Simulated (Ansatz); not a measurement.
BN:
```cif
data_B4N4
_chemical_formula_sum 'B4 N4'
_space_group_name_H-M_alt 'Fmm2'
_space_group_IT_number 42
_space_group_name_Hall 'F 2 -2'
_cell_length_a 2.48965
_cell_length_b 6.55811
_cell_length_c 4.30558
_cell_angle_alpha 90.000
_cell_angle_beta 90.000
_cell_angle_gamma 90.000
loop_
_atom_site_label
_atom_site_type_symbol
_atom_site_symmetry_multiplicity
_atom_site_Wyckoff_symbol
_atom_site_fract_x
_atom_site_fract_y
_atom_site_fract_z
_atom_site_occupancy
B1 B 4 a 0.00000 0.00000 0.00013 1
N1 N 4 a 0.00000 0.00000 0.66657 1
```
(The calculation used a cell of 2 atoms; values per cell refer to that cell.)

Relaxed with LDA.

Problem. Which orbitals make up the states near the band edges in LDA (plane waves, PAW; program Ansatz)?

Solution. Top 1 eV of the valence band: N 2p 91 %, B 2p 9 %. Bottom 1 eV of the conduction band: B 2p 85 %, N 2p 11 %. Projections are on Löwdin-orthogonalised atomic valence shells; empty p or d shells of many metals are not among them.

Problem. Tabulate the density of states.

Solution. States/eV per cell of 2 atoms, in 0.25 eV bins, energy from the valence-band maximum.

| E (eV) | total | N 2p | B 2p | B 2s |
|---|---|---|---|---|
| -7.88 | 0.41 | 0.26 | 0.07 | 0.05 |
| -7.63 | 0.36 | 0.23 | 0.06 | 0.05 |
| -7.38 | 0.33 | 0.21 | 0.05 | 0.04 |
| -7.13 | 0.45 | 0.29 | 0.06 | 0.07 |
| -6.88 | 0.46 | 0.30 | 0.07 | 0.07 |
| -6.63 | 0.50 | 0.32 | 0.09 | 0.07 |
| -6.38 | 0.56 | 0.35 | 0.12 | 0.06 |
| -6.13 | 0.60 | 0.37 | 0.14 | 0.06 |
| -5.88 | 0.64 | 0.40 | 0.16 | 0.06 |
| -5.63 | 0.69 | 0.43 | 0.18 | 0.05 |
| -5.38 | 0.83 | 0.52 | 0.23 | 0.05 |
| -5.13 | 0.73 | 0.46 | 0.21 | 0.04 |
| -4.88 | 0.82 | 0.52 | 0.24 | 0.04 |
| -4.63 | 1.11 | 0.71 | 0.34 | 0.04 |
| -4.38 | 1.33 | 0.86 | 0.41 | 0.03 |
| -4.13 | 0.98 | 0.64 | 0.30 | 0.02 |
| -3.88 | 0.78 | 0.51 | 0.24 | 0.02 |
| -3.63 | 0.89 | 0.60 | 0.27 | 0.02 |
| -3.38 | 0.75 | 0.50 | 0.22 | 0.01 |
| -3.13 | 0.78 | 0.54 | 0.23 | 0.01 |
| -2.88 | 0.75 | 0.52 | 0.21 | 0.01 |
| -2.63 | 0.72 | 0.51 | 0.20 | 0.01 |
| -2.38 | 0.70 | 0.51 | 0.18 | 0.00 |
| -2.13 | 0.72 | 0.53 | 0.18 | 0.00 |
| -1.88 | 0.74 | 0.56 | 0.17 | 0.00 |
| -1.63 | 0.65 | 0.51 | 0.14 | 0.00 |
| -1.38 | 0.58 | 0.48 | 0.10 | 0.00 |
| -1.13 | 0.68 | 0.57 | 0.10 | 0.00 |
| -0.88 | 0.48 | 0.42 | 0.06 | 0.00 |
| -0.63 | 0.41 | 0.38 | 0.03 | 0.00 |
| -0.38 | 0.26 | 0.24 | 0.01 | 0.00 |
| -0.13 | 0.08 | 0.07 | 0.00 | 0.00 |
| 0.12 | 0.00 | 0.00 | 0.00 | 0.00 |
| 0.37 | 0.00 | 0.00 | 0.00 | 0.00 |
| 0.62 | 0.00 | 0.00 | 0.00 | 0.00 |
| 0.87 | 0.00 | 0.00 | 0.00 | 0.00 |
| 1.12 | 0.00 | 0.00 | 0.00 | 0.00 |
| 1.37 | 0.00 | 0.00 | 0.00 | 0.00 |
| 1.62 | 0.00 | 0.00 | 0.00 | 0.00 |
| 1.87 | 0.00 | 0.00 | 0.00 | 0.00 |
| 2.12 | 0.00 | 0.00 | 0.00 | 0.00 |
| 2.37 | 0.00 | 0.00 | 0.00 | 0.00 |
| 2.62 | 0.00 | 0.00 | 0.00 | 0.00 |
| 2.87 | 0.00 | 0.00 | 0.00 | 0.00 |
| 3.12 | 0.00 | 0.00 | 0.00 | 0.00 |
| 3.37 | 0.01 | 0.00 | 0.01 | 0.00 |
| 3.62 | 0.05 | 0.01 | 0.04 | 0.00 |
| 3.87 | 0.09 | 0.01 | 0.08 | 0.00 |
| 4.12 | 0.17 | 0.02 | 0.15 | 0.00 |
| 4.37 | 0.47 | 0.05 | 0.40 | 0.00 |
| 4.62 | 0.70 | 0.09 | 0.59 | 0.00 |
| 4.87 | 0.60 | 0.08 | 0.48 | 0.01 |
| 5.12 | 0.49 | 0.08 | 0.36 | 0.01 |
| 5.37 | 0.45 | 0.08 | 0.31 | 0.01 |
| 5.62 | 0.44 | 0.08 | 0.29 | 0.01 |
| 5.87 | 0.43 | 0.08 | 0.26 | 0.02 |
| 6.12 | 0.40 | 0.08 | 0.23 | 0.02 |
| 6.37 | 0.40 | 0.09 | 0.22 | 0.02 |
| 6.62 | 0.41 | 0.09 | 0.21 | 0.02 |
| 6.87 | 0.44 | 0.10 | 0.22 | 0.03 |
| 7.12 | 0.51 | 0.11 | 0.23 | 0.03 |
| 7.37 | 0.48 | 0.11 | 0.22 | 0.03 |
| 7.62 | 0.30 | 0.08 | 0.14 | 0.02 |
| 7.87 | 0.26 | 0.07 | 0.12 | 0.01 |
| 8.12 | 0.26 | 0.07 | 0.11 | 0.02 |

The workflow started from a Materials Project entry (that database holds measured and hypothetical structures alike); the Crystallography Open Database copy checked does not list it. It is not the phase usual at ambient conditions (space group No. 186, 194, 216). Symmetry was held in the LDA relaxation. At this level the phase is mechanically unstable. A crystal of weakly bound layers computed without a dispersion correction: the cell and the soft elastic constants depend strongly on that.

Potentials: the earlier of the program's two PAW sets.
